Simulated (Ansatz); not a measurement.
CuIr2S4:
```cif
data_Cu2Ir4S8
_chemical_formula_sum 'Cu2 Ir4 S8'
_space_group_name_H-M_alt 'P 1'
_space_group_IT_number 1
_cell_length_a 6.96809
_cell_length_b 6.96809
_cell_length_c 6.96809
_cell_angle_alpha 60.000
_cell_angle_beta 60.000
_cell_angle_gamma 60.000
loop_
_space_group_symop_operation_xyz
  'x, y, z'
loop_
_atom_site_label
_atom_site_type_symbol
_atom_site_fract_x
_atom_site_fract_y
_atom_site_fract_z
_atom_site_occupancy
Cu1 Cu 0.25000 0.25000 0.25000 1
Cu2 Cu 0.00000 0.00000 0.00000 1
Ir1 Ir 0.62500 0.62500 0.12500 1
Ir2 Ir 0.62500 0.12500 0.62500 1
Ir3 Ir 0.62500 0.62500 0.62500 1
Ir4 Ir 0.12500 0.62500 0.62500 1
S1 S 0.38487 0.84540 0.38487 1
S2 S 0.86513 0.86513 0.86513 1
S3 S 0.84540 0.38487 0.38487 1
S4 S 0.86513 0.86513 0.40460 1
S5 S 0.38487 0.38487 0.84540 1
S6 S 0.40460 0.86513 0.86513 1
S7 S 0.38487 0.38487 0.38487 1
S8 S 0.86513 0.40460 0.86513 1
```

Relaxed with r²SCAN.

**Question.** Tabulate the valence density and the electron localisation function along the shortest Ir–S contact (2.37 Å), r²SCAN in the plane-wave PAW code Ansatz.

**Answer.** 

| distance from Ir (Å) | density (e/Å³) | ELF |
|---|---|---|
| 0.24 | 8.81 | 0.47 |
| 0.36 | 8.00 | 0.58 |
| 0.47 | 6.38 | 0.60 |
| 0.59 | 4.40 | 0.53 |
| 0.71 | 2.66 | 0.39 |
| 0.83 | 1.49 | 0.25 |
| 0.95 | 0.91 | 0.19 |
| 1.07 | 0.71 | 0.24 |
| 1.19 | 0.67 | 0.44 |
| 1.30 | 0.73 | 0.69 |
| 1.42 | 0.85 | 0.84 |
| 1.54 | 1.02 | 0.89 |
| 1.66 | 1.18 | 0.88 |
| 1.78 | 1.25 | 0.82 |
| 1.90 | 1.13 | 0.65 |
| 2.01 | 0.83 | 0.32 |
| 2.13 | 0.42 | 0.06 |

The density is the valence pseudo-density with augmentation charge, so density and ELF within about 1 Å of a nucleus are not all-electron values.

Space group Fd-3m (spinel). The workflow started from a Materials Project entry (that database holds measured and hypothetical structures alike); the Crystallography Open Database files this formula in space group No. 227, but the cells were not matched. Whether it is the stable phase at ambient conditions was not checked. The cell was relaxed with r²SCAN under the symmetry of its start; whether a distortion lowers the energy is not shown. The run is not spin-polarised. Scalar-relativistic: spin–orbit coupling is off unless named, which matters more the heavier the elements.

Potentials: the later of the program's two PAW sets.
